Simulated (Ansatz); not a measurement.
Sheets of one type (MnBi2Te4-type), r²SCAN+D4 in the plane-wave PAW code Ansatz; HSE06 gaps on those cells.

```csv
layer,a (Å),thickness (Å),gap (eV),IP (eV)
NiSb2Se4,3.913,9.61,0.51,4.86
Bi2NiSe4,…,…,…,…
Bi2VSe4,4.040,9.98,0.58,4.80
Bi2NiTe4,4.223,10.63,0.59,4.84
```

Problem. Some entries are withheld; supply them.

Solution. 
- Bi2NiSe4, a (Å): 3.985
- Bi2NiSe4, thickness (Å): 9.85
- Bi2NiSe4, gap (eV): 0.87
- Bi2NiSe4, IP (eV): 5.45

Spin orders computed, not proven ground states: NiSb2Se4, MnBi2Te4-type layer ferromagnetic; Bi2NiSe4, MnBi2Te4-type layer ferromagnetic; Bi2VSe4, MnBi2Te4-type layer ferromagnetic; Bi2NiTe4, MnBi2Te4-type layer ferromagnetic. All cells were relaxed under the symmetry of their starts (and spin orders); stability against distortions was not tested throughout. Spin–orbit coupling is left out wherever it is not named. Constructed layers (a layer type filled with these elements): NiSb2Se4, MnBi2Te4-type layer; Bi2NiSe4, MnBi2Te4-type layer; Bi2VSe4, MnBi2Te4-type layer; Bi2NiTe4, MnBi2Te4-type layer.

Potentials: the later of the program's two PAW sets.
